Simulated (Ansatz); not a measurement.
Consider the following.

LaTl (CsCl type)

```yaml
crystal:
  lattice:
    - [3.91911, 0.00000, 0.00000]
    - [0.00000, 3.91911, 0.00000]
    - [0.00000, 0.00000, 3.91911]
  atoms:
    - { symbol: La, position: [0.00000, 0.00000, 0.00000] }
    - { symbol: Tl, position: [0.50000, 0.50000, 0.50000] }
```

Scan: atom 1 (La, nearest neighbour Tl at 3.394 Å; its periodic images, 3.9 Å or more away, move with it) is displaced along Cartesian z, direction (0.000, 0.000, 1.000) in Cartesian axes, by s. The other atoms stay.

Level of theory: PBEsol (plane waves to 420 eV, PAW, scalar-relativistic; Ansatz, a first-principles code). k mesh 10×10×10 (Γ-centred), Fermi-Dirac smearing 0.05 eV. The energy includes the smearing's −TS. With partly filled bands, energies and forces of such displacements shift with the k mesh and the smearing. LaTl is run without spin polarisation. LaTl was relaxed with its symmetry unable to fall. Spin-orbit coupling is left out, though Tl is heavy. The zero of ΔE is the undisplaced structure.

The scan covers s from -0.680 to 0.680 Å in 11 points.

**Question.** Is this a single well or a double well?

**Answer.** A single well with its minimum at or next to zero displacement.

**Question.** Is the energy the same for equal positive and negative displacements?

**Answer.** Even: the same for both signs. With its periodic images moving along, the atom's site symmetry in this cell is m-3m.

**Question.** What is the energy change at s = 0.680 Å?

**Answer.** 568 meV/cell.

**Question.** What force acts on the atom along the line at s = -0.680 Å?

**Answer.** 1.86 eV/Å.

**Question.** What is the force constant k = d²E/ds² of this move at s = 0?

**Answer.** 1.85 eV/Å².

(A displaced cell: forces are minus the slopes of the energy, force constants its curvatures, and phonons follow from these.)
